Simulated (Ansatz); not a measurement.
Data:

AgRhO₂:
```yaml
crystal:
  lattice:
    - [1.51221, 0.87308, 6.11397]
    - [-1.51221, 0.87308, 6.11397]
    - [0.00000, -1.74615, 6.11397]
  atoms:
    - { symbol: Ag, position: [0.00000, 0.00000, 0.00000] }
    - { symbol: Rh, position: [0.50000, 0.50000, 0.50000] }
    - { symbol: O, position: [0.88750, 0.88750, 0.88750] }
    - { symbol: O, position: [0.11250, 0.11250, 0.11250] }
```

This is the LDA-relaxed structure. Tensor components refer to the Cartesian frame of this cell.

**Question.** All from plane-wave PAW LDA (Ansatz code), unless another level is named. Give the electron effective mass.

**Answer.** 0.28, 0.48, 0.74 mₑ (principal values).

**Question.** And the smallest direct gap on the standard path?

**Answer.** 0.75 eV.

**Question.** What about the formation energy from the elements (no fitted shifts)?

**Answer.** -0.62 eV/atom.

**Question.** Next, the valence-band maximum?

**Answer.** off the standard path, at k = (-0.010, 0.354, -0.370).

**Question.** What about the weight of the conduction-edge state by species (Voronoi cells)?

**Answer.** Rh 44 %, Ag 31 %, O 25 %.

**Question.** Give the conduction-band minimum.

**Answer.** off the standard path, at k = (0.091, 0.411, 0.411).

Space group R-3m. The workflow started from a Materials Project entry (that database holds measured and hypothetical structures alike); the Crystallography Open Database copy checked does not list it. Its standing as an ambient phase is unchecked. The cell was relaxed with LDA under the symmetry of its start; of distortions, only those at the zone centre were tested. The run is not spin-polarised. The references are the lowest solids computed at this level, not always the standard phases (solids in place of the gases). Spin–orbit coupling is left out wherever it is not named.

Potentials: the later of the program's two PAW sets.
